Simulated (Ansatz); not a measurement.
Ga$_{2}$Os: reading a single point

```
Os Ga
1.0
     0.00000    4.76809    0.00000
     0.00000   -2.38405    4.39942
     4.14543    2.38405    0.00000
Os Ga
2 4
Direct
  0.00000 0.00000 0.00000
  0.25000 0.50000 0.50000
  0.67000 0.00000 0.66000
  0.33000 0.00000 0.34000
  0.58000 0.50000 0.84000
  0.92000 0.50000 0.16000
```

Method: PBEsol, with U_eff = 3.25 eV on Os d (all-electron-ortho-atomic projectors), spin-orbit coupling; PAW, plane waves to 420 eV, 5×5×5 Γ-centred mesh, fermi-dirac occupations (width 0.1438 eV) (Ansatz 0.2.0), atoms fixed.

The state carries no moments; the state need not be the lowest.

**Stress.** The pressure is -7.0 GPa (compression positive), so with the atoms held at these fractions the cell would first shrink. The principal stresses -8.0, -6.9, -6.2 GPa differ, so its shape would change too.
**Forces.** The largest is on Ga4 (and as large on other atoms): 0.12 eV/Å, components (-0.12, 0.00, 0.00). It makes 105° with the line to a nearest neighbour, Os2 at 2.59 Å.
**Band edges.** Within 0.7 eV of the edges, the states project mainly on Os d (73 %) and Ga p (21 %) below the gap and on Os d (59 %) and Ga p (27 %) above it.
**Electronic structure.** The gap is 0.40 eV, indirect (the least direct gap found is 0.91 eV). A semilocal functional usually gives too small a gap.

Origin: a database entry at a rescaled volume. Caveats: the SCF threshold is loose for a stress.
